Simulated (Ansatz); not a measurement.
TaC in space group Cmcm (No. 63; C on 4c, Ta on 4c), PBE (plane waves, PAW; program Ansatz), all energies at zero smearing, with the estimated change up to a 700 eV cutoff added, with one set of potentials and settings (totals compare only within such a set). Cell of 4 atoms (2 C, 2 Ta): -20366.090 eV.

```
element                reference phase  E (eV/atom)
-------  -----------------------------  -----------
C        P6_3/mmc, 4 atoms in the cell    -250.9479
Ta          Im-3m, 1 atoms in the cell   -9932.2522
```

Formation energy per atom, worked out: (-20366.090 − 2×(-250.9479) − 2×(-9932.2522))/4 = 0.077 eV/atom (7 kJ per mol of atoms), at 0 K, without zero-point energy or fitted corrections.

The cell is a constructed one: a structure type filled with these elements; neither database checked (COD, Materials Project) lists it. It is not the phase usual at ambient conditions (space group No. 225). Symmetry was held in the PBE relaxation; whether a distortion lowers the energy is not shown. The run is not spin-polarised. The references are the lowest solids computed at this level, not always the standard phases. Spin–orbit coupling is left out wherever it is not named.

Potentials: the later of the program's two PAW sets.
